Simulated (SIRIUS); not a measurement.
A self-consistent single point of SiO2 (P2_1, 12 atoms in the cell; from Materials Project mp-972808, changed as shown).

```xyz
12
Lattice="4.8953 0.0000 0.0000 0.0000 8.1208 0.0000 -2.3373 0.0000 4.3286" Properties=species:S:1:pos:R:3 pbc="T T T"
Si     2.0295     7.6155     1.5128
Si     0.5284     3.5551     2.8158
Si     2.9349     4.5774     1.3255
Si    -0.3770     0.5170     3.0031
O      0.8291     7.6845     2.5548
O      1.7288     3.6241     1.7738
O      2.4625     6.0962     1.3394
O      0.0955     2.0358     2.9892
O     -0.7142     4.4293     2.3119
O      3.2722     0.3688     2.0167
O      1.0507     4.1521     4.1963
O      1.5073     0.0917     0.1323
```

Computed with LDA (PW92), PseudoDojo 0.4 standard norm-conserving LDA (tails mended) pseudopotentials (plane waves; SIRIUS).

SIRIUS settings:

* **parameters.ngridk**: 3 2 3
* **parameters.xc_functionals**: [XC_LDA_X, XC_LDA_C_PW]
* **parameters.gk_cutoff**: 9.165 1/bohr
* **parameters.pw_cutoff**: 18.331 1/bohr
* **parameters.smearing**: gaussian
* **parameters.smearing_width**: 0.000734986 Ha
* **potentials**: PseudoDojo 0.4 standard norm-conserving LDA (tails mended) pseudopotentials
* **parameters.electronic_structure_method**: pseudopotential
* **parameters.num_bands**: 38
* **parameters.num_mag_dims**: 0
* **parameters.num_dft_iter**: 100
* **parameters.energy_tol**: 1e-07 Ha
* **parameters.density_tol**: 1e-06
* **mixer.type**: broyden2
* **mixer.beta**: 0.3
* **mixer.use_hartree**: true

Results:

- Number of valence electrons = 64
- Number of bands = 38
- Number of k-points after the program's reduction = 10
- Number of plane waves (most at a k-point) = 15130
- Number of SCF iterations = 21
- FFT grid = 60 × 96 × 60
- Free energy E − TS = -4074.7219 eV
- Pressure = 2.46 GPa
- Largest force (vector length) = 0.428 eV/Å

Forces (eV/Å):
```tsv
atom	Fx	Fy	Fz
Si1	0.310	-0.094	0.095
Si2	-0.310	-0.094	-0.095
Si3	-0.053	0.170	0.389
Si4	0.053	0.170	-0.389
O5	-0.180	-0.065	0.249
O6	0.180	-0.065	-0.249
O7	0.001	-0.018	-0.022
O8	-0.001	-0.018	0.022
O9	0.047	0.025	0.122
O10	-0.047	0.025	-0.122
O11	0.246	-0.017	-0.209
O12	-0.246	-0.017	0.209
```

Stress (GPa, positive for compression):
```
 1.91   0.00  -0.89
 0.00   1.22   0.00
-0.89   0.00   4.26
```

For comparison: a first run was changed to give this one (lattice vector c scaled by 0.99), and from it to this one the free energy goes up by 2.5 meV/atom, the pressure goes from 0.69 to 2.46 GPa and the largest force goes from 0.046 to 0.428 eV/Å.

The structure comes from a collection of computed structures, made at another level of theory; the collection holds predicted forms beside known ones. Its lattice was then scaled.

Cost on one core: roughly 5 core-minutes.

“Tails mended”: in these copies of the files the far tail of each local potential was reset to the Coulomb form.
